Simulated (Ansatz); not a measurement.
Ansatz (a program for electronic structure) input:

Ansatz 0.2 input:
```yaml
crystal:
  lattice:
    - [2.715329323, 0.0, 0.0]
    - [0.0, 2.715329323, 0.0]
    - [0.0, 0.0, 4.1389956193]
  atoms:
    - { symbol: Pd, position: [0.0, 0.0, 0.0] }
    - { symbol: Mo, position: [0.5, 0.5, 0.5] }
kpoints:
  mp_grid: { grid: [11, 11, 7] }
  band_path:
    path:
      - [[0.0, 0.0, 0.0], [0.0, 0.5, 0.0], [0.5, 0.5, 0.0], [0.0, 0.0, 0.0], [0.0, 0.0, 0.5], [0.0, 0.5, 0.5], [0.5, 0.5, 0.5], [0.0, 0.0, 0.5]]  # Γ-X-M-Γ-Z-R-A-Z
      - [[0.0, 0.5, 0.0], [0.0, 0.5, 0.5]]  # X-R
      - [[0.5, 0.5, 0.0], [0.5, 0.5, 0.5]]  # M-A
    npoints: 8
basis: { xc_grid: 2 }
hamiltonian:
  xc: pbe
  pseudopotentials: { azcp: { folder: ./paw }, kind: paw_fr }
magnetization: { noncollinear: true, spin_orbit: true }
scf:
  n_extra_bands: 12
  convergence: { dr2_threshold: 0.0000000001 }
  occupations: { method: gaussian, width: 0.05 }
output: { eigenvalues: true }
```

Output (shortened):

```
Pseudopotential: Pd, paw, valence charge 18
Pseudopotential: Mo, paw, valence charge 14
Functional definition: PBE
non-collinear run that drives no moment, with spin-orbit …
Crystal: 2 atoms, lattice volume = 30.517 Å³
Basis set: ecut = 420 eV, 617 PW (Γ), exchange–correlation on 40×40×60 points (8 copies of the dense FFT grid, shifted against one another)
Bands: 44, of which v1, the nominal top of the filled ones, is band 32 counted from 1 (31 counted from 0)
Symmetry: 16 space group operations + 16 with time reversal
k-points: 84 of 847
Projection manifold: j_resolved (fully-relativistic pseudo-atomic orbitals)
SCF iter   1: F=—  HF=-11936.162797 eV  |F-HF|=—  |Δ(HF+E_count)|=         —  Δρ=2.65e-1  dr2=3.56e1  dr2_m=0.00e0 (ungated)  ethr=3.10e-3  |M|=0.00e0 ∫|m|=0.00e0 μB  |m|>n=0.0e0 m-floor=0.0e0 τ_xc=0.0e0  β_m=0.30  ⟨swp⟩=7.6  Hψ=9144  notcnv=0  defer=38
preconditioner: auto → none
SCF iter   2: F=—  HF=-11932.707494 eV  |F-HF|=—  |Δ(HF+E_count)|=    3.46e0  Δρ=8.02e-2  dr2=1.79e0  dr2_m=0.00e0 (ungated)  ethr=3.10e-3  |M|=0.00e0 ∫|m|=0.00e0 μB  |m|>n=0.0e0 m-floor=0.0e0 τ_xc=0.0e0  β_m=0.31  ⟨swp⟩=2.3  Hψ=3850  notcnv=0  defer=454
SCF iter   3: F=—  HF=-11932.239089 eV  |F-HF|=—  |Δ(HF+E_count)|=   4.68e-1  Δρ=4.09e-2  dr2=3.64e-1  dr2_m=0.00e0 (ungated)  ethr=3.10e-3  |M|=0.00e0 ∫|m|=0.00e0 μB  |m|>n=0.0e0 m-floor=0.0e0 τ_xc=0.0e0  β_m=0.41  ⟨swp⟩=2.6  Hψ=3418  notcnv=0  defer=428
SCF iter   4: F=—  HF=-11932.153681 eV  |F-HF|=—  |Δ(HF+E_count)|=   8.54e-2  Δρ=1.49e-2  dr2=2.67e-2  dr2_m=0.00e0 (ungated)  ethr=1.14e-3  |M|=0.00e0 ∫|m|=0.00e0 μB  |m|>n=0.0e0 m-floor=0.0e0 τ_xc=0.0e0  β_m=0.53  ⟨swp⟩=2.1  Hψ=2548  notcnv=0  defer=428
SCF iter   5: F=—  HF=-11932.155010 eV  |F-HF|=—  |Δ(HF+E_count)|=   1.33e-3  Δρ=3.58e-3  dr2=7.11e-3  dr2_m=0.00e0 (ungated)  ethr=8.33e-5  |M|=0.00e0 ∫|m|=0.00e0 μB  |m|>n=0.0e0 m-floor=0.0e0 τ_xc=0.0e0  β_m=0.64  ⟨swp⟩=2.0  Hψ=3427  notcnv=0  defer=426
SCF iter   6: F=—  HF=-11932.154473 eV  |F-HF|=—  |Δ(HF+E_count)|=   5.37e-4  Δρ=4.06e-4  dr2=3.56e-5  dr2_m=0.00e0 (ungated)  ethr=2.22e-5  |M|=0.00e0 ∫|m|=0.00e0 μB  |m|>n=0.0e0 m-floor=0.0e0 τ_xc=0.0e0  β_m=0.71  ⟨swp⟩=1.2  Hψ=1656  notcnv=0  defer=426
SCF iter   7: F=—  HF=-11932.154480 eV  |F-HF|=—  |Δ(HF+E_count)|=   6.65e-6  Δρ=7.95e-5  dr2=3.02e-6  dr2_m=0.00e0 (ungated)  ethr=1.11e-7  |M|=0.00e0 ∫|m|=0.00e0 μB  |m|>n=0.0e0 m-floor=0.0e0 τ_xc=0.0e0  β_m=0.75  ⟨swp⟩=2.1  Hψ=2428  notcnv=0  defer=424
SCF iter   8: F=—  HF=-11932.154480 eV  |F-HF|=—  |Δ(HF+E_count)|=   3.15e-7  Δρ=1.02e-5  dr2=1.69e-8  dr2_m=0.00e0 (ungated)  ethr=9.45e-9  |M|=0.00e0 ∫|m|=0.00e0 μB  |m|>n=0.0e0 m-floor=0.0e0 τ_xc=0.0e0  β_m=0.78  ⟨swp⟩=1.4  Hψ=1868  notcnv=0  defer=424
SCF iter  10: F=-11932.154480 eV  HF=-11932.154480 eV  |F-HF|=1.09e-11  |Δ(HF+E_count)|=  6.00e-11  Δρ=2.84e-7  dr2=2.45e-11  dr2_m=0.00e0 (ungated)  ethr=1.00e-12  |M|=0.00e0 ∫|m|=0.00e0 μB  |m|>n=0.0e0 m-floor=0.0e0 τ_xc=0.0e0  ⟨swp⟩=8.4  Hψ=5870  notcnv=0
SCF 1 converged in 10 iterations: F = -11932.154480 eV  dr2 = 2.45e-11
NSCF: frozen V_eff on 75 k-points
SCF converged after 10 iterations
Magnetization: |M| = 0.0000 μB,  M = (+0.0000, +0.0000, +0.0000) μB
Absolute magnetization: 0.0000 μB (∫|m|)
  site 0: m = (+0.0000, +0.0000, +0.0000) μB, |m| = 0.0000 μB  (R = 1.12 Å)
  site 1: m = (+0.0000, +0.0000, +0.0000) μB, |m| = 0.0000 μB  (R = 1.12 Å)
Free energy (F): -11932.154480 eV
Harris-Foulkes:  -11932.154480 eV  (|F-HF|=1.09e-11)
Internal energy: -11932.151757 eV  (E = F + TS)
E sigma→0 (E₀):  -11932.153118 eV
Entropy (-TS):   -0.002723 eV (-1.362 meV/atom)
Fermi energy:    20.695433 eV
--- Per-component energies (eV) ---
  E_band       = -200.511784
  E_kinetic    = 868.460094
  E_local      = -2705.066325  (includes V_loc(G=0)·N_el)
  E_nonlocal   = 516.614431
  E_hartree    = 1049.234817
  E_xc         = -314.871281
  E_vxc        = -395.108744  (∫ρ·V_xc dr)
  E_paw        = -7023.746032  (= ΣΔE_a)
  E_vpaw       = -583.881252  (= ΣTr[D̂ρ^β])
  E_aug_tail   = 0.000285  (compensation charges beyond the density's cutoff)
  E_ewald      = -4322.777746
  E_smearing   = -0.002723  (= −TS)
  E_closure    =  0.000000  (closes the sum)
  Σ components = -11932.154480   (vs F -11932.154480, Δ=0.00e0)
  [band-id]    e_kinetic+e_local+e_nonlocal+2·e_hartree+e_vxc+e_vpaw+e_augmentation_tail = -200.511876   (vs E_band -200.511784, Δ=-9.25e-5)
--- Band table (eV; the first three rows and the last of 84) ---
  k-point 0: bands = ["-64.3711", "-64.3711", "-40.6365", "-40.6365", "-33.1121", "-33.1121", "-28.7063", "-28.7063", "-28.5206", "-28.5206", "-16.1123", "-16.1123", "-13.7158", "-13.7158", "-13.3424", "-13.3424", "13.0601", "13.0601", "14.6934", "14.6934", …
  k-point 1: bands = ["-64.3710", "-64.3710", "-40.6368", "-40.6368", "-33.1118", "-33.1118", "-28.7055", "-28.7055", "-28.5206", "-28.5206", "-16.1145", "-16.1145", "-13.7197", "-13.7197", "-13.3429", "-13.3429", "13.2985", "13.2985", "14.8046", "14.8046", …
  k-point 2: bands = ["-64.3710", "-64.3710", "-40.6375", "-40.6375", "-33.1109", "-33.1109", "-28.7038", "-28.7038", "-28.5204", "-28.5204", "-16.1193", "-16.1193", "-13.7283", "-13.7283", "-13.3439", "-13.3439", "13.9588", "13.9588", "15.0855", "15.0855", …
  k-point 83: bands = ["-64.3287", "-64.3287", "-40.4056", "-40.4056", "-33.2152", "-33.2152", "-28.7607", "-28.7607", "-28.7520", "-28.7520", "-16.5416", "-16.5416", "-14.2359", "-14.2359", "-13.8827", "-13.8827", "15.4609", "15.4609", "16.0491", "16.0491", …
```

Cost: around 20 core-seconds (rough) on shared cores.

Space group P4/mmm (L1₀ or tetragonal B2). The start of the workflow was typed in or built on a structure type; neither database checked (COD, Materials Project) lists it. Its standing as an ambient phase is unchecked. The PBE relaxation kept the symmetry of its start; its stability against distortions is not shown here. No spin polarisation was allowed.

Potentials: the earlier of the program's two PAW sets.

Ansatz is a plane-wave DFT program.
